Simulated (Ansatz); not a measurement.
# YbSi2Pt2: reading a single point

```
Pt Yb Si
1.0
     0.00000    4.13141    0.00000
     4.13141    0.00000    0.00000
     2.06570    2.06570   -4.84262
Pt Yb Si
2 1 2
Direct
  0.75000 0.25000 0.50000
  0.25000 0.75000 0.50000
  0.00000 0.00000 0.00000
  0.37500 0.37500 0.25000
  0.62500 0.62500 0.75000
```

The numbers come from plane-wave PAW DFT (Ansatz): r2SCAN, no spin polarisation, 500 eV, 6×6×6 Γ-centred k points, fermi-dirac occupations (width 0.1 eV). Nothing was relaxed.

**Stress.** The pressure is 7.8 GPa (compression positive), so with the atoms held at these fractions the cell would first expand; the forces are large, so a full relaxation may end otherwise. The principal stresses 5.7, 8.8, 8.8 GPa differ, so its shape would change too.
**Charges.** Bader charges in e: Yb +1.52, Si +0.79, Pt -1.55. In the mean Yb gives up most and Pt takes most.
**Formation energy.** -1.00 eV an atom against the elements' usual phases (free molecules for gases, crystals otherwise, with no correction for O₂ or N₂), so it is bound against them; other compounds may still compete. Relaxing would lower it.
**Electronic structure.** It is a metal, with about 3.8 states/eV a cell as the mean within 0.25 eV of the Fermi level, mostly Yb f (31 %), Pt d (24 %) and Si p (21 %).
**Forces.** The largest is on Si4 (and as large on other atoms): 1.14 eV/Å, components (0.00, 0.00, 1.14). It makes 120° with the line to a nearest neighbour, Pt1 at 2.39 Å.

Origin: a known structure type with other elements, at an estimated volume, so it need not be a known compound. Caveats: no spin polarisation, so a magnetic state may lie lower; f levels without a U or exact exchange are poorly placed.
